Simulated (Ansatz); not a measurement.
Data:

Si3P4:
```cif
data_P8Si6
_chemical_formula_sum 'Si6 P8'
_space_group_name_H-M_alt 'P 1'
_space_group_IT_number 1
_cell_length_a 6.99849
_cell_length_b 6.99849
_cell_length_c 6.99849
_cell_angle_alpha 60.000
_cell_angle_beta 60.000
_cell_angle_gamma 60.000
loop_
_space_group_symop_operation_xyz
  'x, y, z'
loop_
_atom_site_label
_atom_site_type_symbol
_atom_site_fract_x
_atom_site_fract_y
_atom_site_fract_z
_atom_site_occupancy
Si1 Si 0.62500 0.62500 0.62500 1
Si2 Si 0.12500 0.62500 0.62500 1
Si3 Si 0.62500 0.12500 0.62500 1
Si4 Si 0.62500 0.62500 0.12500 1
Si5 Si 0.25000 0.25000 0.25000 1
Si6 Si 0.00000 0.00000 0.00000 1
P1 P 0.86542 0.86542 0.86542 1
P2 P 0.40375 0.86542 0.86542 1
P3 P 0.86542 0.40375 0.86542 1
P4 P 0.86542 0.86542 0.40375 1
P5 P 0.38458 0.38458 0.38458 1
P6 P 0.84625 0.38458 0.38458 1
P7 P 0.38458 0.84625 0.38458 1
P8 P 0.38458 0.38458 0.84625 1
```

This is the PBE-relaxed structure.

Task: All from the program Ansatz at the PBE level (PAW), unless another level is named. Predict the electronic character.

Result: metallic (no gap).

Task: Give the density of states at the Fermi level.

Result: 0.45 states/eV per atom (mean over ±0.08 eV).

Task: Give the formation energy from the elements (no fitted shifts).

Result: -6 meV/atom.

Space group Fd-3m. The start of the workflow was typed in or built on a structure type; neither database checked (COD, Materials Project) lists it. Whether it is the stable phase at ambient conditions was not checked. Symmetry was held in the PBE relaxation; whether a distortion lowers the energy is not shown. The references are the lowest solids computed at this level, not always the standard phases.

Potentials: the earlier of the program's two PAW sets.
